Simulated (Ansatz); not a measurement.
MoPt:
```xyz
2
Lattice="0.0000 2.6082 2.6082 2.6082 0.0000 2.6082 2.6082 2.6082 0.0000" Properties=species:S:1:pos:R:3 pbc="T T T"
Pt     0.0000     0.0000     0.0000
Mo     2.6082     2.6082     2.6082
```

Relaxed with r²SCAN.

Map the valence electron density (e/Å³), cut off at 6 on the plane through (0.000, 0.000, 0.000) spanned by u = [1, 0, 0] and v = [0, 1, -1] in lattice vectors, from the program Ansatz at the r²SCAN level (PAW).

x is the fraction of u, y of v (the angle between them is 90°; rows are the nearest grid lines); atoms in the plane: Pt at (0.00, 0.00), Mo at (0.50, 0.50).
```
|@@@%-         -%@@@|
|@@@#:         :#@@@|
|@@@=.         .=@@@|
|%#=:.         .:=#%|
|-:..           ..:-|
|.      ..:..      .|
|      :-+++-:      |
|     .-*@@@*-.     |
|     .+@@@@@+.     |
|     :+@@@@@+:     |
|     .+@@@@@+.     |
|     .-*@@@*-.     |
|      :-+++-:      |
|.      ..:..      .|
|-:..           ..:-|
|%#=:.         .:=#%|
|@@@=.         .=@@@|
|@@@#:         :#@@@|
|@@@%-         -%@@@|
```
Scale: ten equal steps from 0.171 (start of ' ') to 6.00 (end of '@'), in the order ' .:-=+*#%@'; x runs from 0.000 to 1.00, y from 0.000 (bottom) to 1.00 (top).

The density is the valence pseudo-density with augmentation charge, so density and ELF within about 1 Å of a nucleus are not all-electron values.

Space group Fm-3m (rock salt). The start of the workflow was typed in or built on a structure type; neither database checked (COD, Materials Project) lists it. Whether it is the stable phase at ambient conditions was not checked. The cell was relaxed with r²SCAN under the symmetry of its start; its stability against distortions is not shown here. No spin polarisation was allowed. The volume moved by 16 % from the start of the relaxation. Its formation energy is positive at this level, so the cell may be metastable or incomplete. Spin–orbit coupling is left out wherever it is not named.

Potentials: the earlier of the program's two PAW sets.
